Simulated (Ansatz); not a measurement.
A relaxed cell of Na₂Te (Fm-3m (No. 225)), relaxed on a k-mesh at least as fine as the one used below. The numbers are results of r2SCAN (plane waves to 500 eV, PAW, scalar-relativistic; Ansatz, a first-principles code), not measurements. Γ-centred k-mesh 6×6×6 on the run's cell (coarser than for final values), Fermi–Dirac smearing 0.05 eV.

```xyz
3
Lattice="0.0000 3.6393 3.6393 3.6393 0.0000 3.6393 3.6393 3.6393 0.0000" Properties=species:S:1:pos:R:3 pbc="T T T"
Na     1.8197     1.8197     1.8197
Na     5.4590     5.4590     5.4590
Te     0.0000     0.0000     0.0000
```

The atoms are displaced by (Å):

```
atom      ux      uy      uz
----  ------  ------  ------
Na1   -0.006  -0.128   0.145
Na2   -0.140  -0.103  -0.017
Te3    0.042  -0.003  -0.040
```

**Question.** What forces (eV/Å) and pressure result?

**Answer.** 
| atom | Fx | Fy | Fz |
|---|---|---|---|
| Na1 | -0.08 | 0.14 | -0.28 |
| Na2 | 0.29 | 0.13 | -0.02 |
| Te3 | -0.22 | -0.28 | 0.31 |

Pressure +0.3 GPa.

**Question.** Estimate the energy cost of the displacement in the harmonic approximation and compare with the calculation.

**Answer.** For a harmonic well ΔE = −½ Σ F·u = 0.067 eV a cell, or 22 meV/atom. The calculated energy relative to the undisplaced cell is +22 meV/atom, so the harmonic estimate holds well.

No spin polarisation in the result.

The run that gave the undisplaced cell could not lose the symmetry of its start; a randomly shaken copy of 3 atoms returns to this structure.
